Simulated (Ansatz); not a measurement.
Consider the following.

WO₃:
```cif
data_O3W
_chemical_formula_sum 'W1 O3'
_space_group_name_H-M_alt 'P 1'
_space_group_IT_number 1
_cell_length_a 3.79963
_cell_length_b 3.79963
_cell_length_c 3.79963
_cell_angle_alpha 90.000
_cell_angle_beta 90.000
_cell_angle_gamma 90.000
loop_
_space_group_symop_operation_xyz
  'x, y, z'
loop_
_atom_site_label
_atom_site_type_symbol
_atom_site_fract_x
_atom_site_fract_y
_atom_site_fract_z
_atom_site_occupancy
W1 W 0.00000 0.00000 0.00000 1
O1 O 0.00000 0.00000 0.50000 1
O2 O 0.50000 0.00000 0.00000 1
O3 O 0.00000 0.50000 0.00000 1
```

This is the PBEsol-relaxed structure.

Problem. All from plane-wave PAW PBEsol (Ansatz code), unless another level is named. Give the HSE06 gap on the PBEsol cell.

Solution. 1.72 eV.

Problem. Predict the electron effective mass, band 3 of 3 at the edge.

Solution. 0.16 along [100], 0.16 along [110], 0.22 along [111] (mₑ).

Problem. And the electron effective mass with spin–orbit coupling, band 2 of 2 at the edge?

Solution. 0.14 along [100], 0.17 along [110], 0.19 along [111] (mₑ).

Problem. What about the smallest direct gap on the standard path?

Solution. 1.63 eV.

Space group Pm-3m (ReO3 type). The first step of the workflow began from a Materials Project structure, measured or hypothetical; the Crystallography Open Database copy checked does not list it. COD files the formula under space group No. 2, 14, 62, 129, 130, 191. Its standing as an ambient phase is unchecked. Symmetry was held in the PBEsol relaxation. At this level the phase is dynamically unstable (imaginary phonons). No spin polarisation was allowed. No Hubbard U is applied. Spin–orbit coupling is left out wherever it is not named.

Potentials: the earlier of the program's two PAW sets. The files were generated under PBE; for other functionals the program regenerates the frozen cores, and for LDA and PBEsol the local potential too.
